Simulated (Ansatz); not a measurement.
**MgVFeP₄O₁₄ — 57Fe Mössbauer parameters**

Cell: a Materials Project structure (computed, not necessarily an observed phase), taken as it stands.

```
Mg V Fe P O
1.0
     5.01683    0.00000    0.00000
    -2.25772    6.46775    0.00000
    -0.04429   -0.07664    8.35285
Mg V Fe P O
1 1 1 4 14
Cartesian
  1.2236 5.2373 5.0995
  3.3319 1.8244 4.0717
  -0.5679 4.6769 0.0781
  1.9875 3.1621 6.7729
  1.8514 5.9143 1.8407
  0.9564 0.4555 6.0239
  0.7855 3.2786 2.6632
  4.5953 0.5518 5.3448
  4.2215 0.6959 2.6772
  3.0760 3.1755 7.8125
  2.4775 3.3091 5.3118
  1.9941 2.3538 2.7675
  2.1077 0.3406 4.9767
  1.2138 1.7515 6.9073
  1.3106 4.8132 3.0212
  0.7949 5.9582 0.7553
  0.8732 4.2357 6.8762
  0.2202 3.2923 1.2640
  -0.2326 3.1418 3.8182
  -1.3176 5.7403 6.9521
  -1.8200 5.3662 1.4180
```

Atoms are numbered from 1 in the order listed; like atoms form one site, named after its first atom.

The numbers come from a DFT calculation in Ansatz (PBE+U (U = 3.0 eV on Fe d, U = 3.1 eV on V d), plane waves and PAW, scalar-relativistic, collinear spin, 420 eV cutoff, Γ-centred 5×4×3 k-points, Fermi–Dirac smearing 0.02 eV). Start moments as typed (μB): -1 on each V, 4 on each Fe, none on the rest.

Isomer shifts (against α-Fe) follow from the electron density at the nucleus, δ = α(ρ − ρ₀), with α = -0.366 mm s⁻¹ a₀³ and ρ₀ = 14904.00 a₀⁻³ from a line fitted to 10 measured compounds at this level of theory (rms miss 0.11 mm/s). ΔE_Q = ½eQV_zz(1 + η²/3)^½ with Q = 0.160 b for the 14.4 keV state. B_c is the Fermi-contact field along the atom's own moment; orbital and dipolar fields are not included.

Q: Where do the absorption lines lie when the magnetic splitting is averaged out (above the ordering temperature, with the gradients of this state)?

A: Fe (1 atom a cell): δ = 0.55, |ΔE_Q| = 0.49 mm/s, a doublet at 0.31 and 0.80 mm/s.

Q: And the six lines of Fe from the contact field alone, leaving the quadrupole term aside?

A: With |B_c| = 34.9 T and nuclear moments 0.090604 and -0.15532 μN the lines lie at -5.08, -2.71, -0.34, 1.44, 3.81, 6.19 mm/s, in the ratio 3:2:1:1:2:3 for a powder. High-spin Fe(III) in oxides shows about 50 T, so a measured sextet would be far wider.

The largest force is 0.3 eV/Å, so the atoms aren't at the calculated equilibrium and relaxing them would move these values. With these PAW files V_zz is typically within 2 to 3 % of all-electron values, but misses above 10 % occur on Fe. The magnetic order is the one that the run reached from its start moments, not necessarily the measured one. Semilocal functionals underestimate the core's spin polarisation, so contact fields of ionic iron come out too small in magnitude.
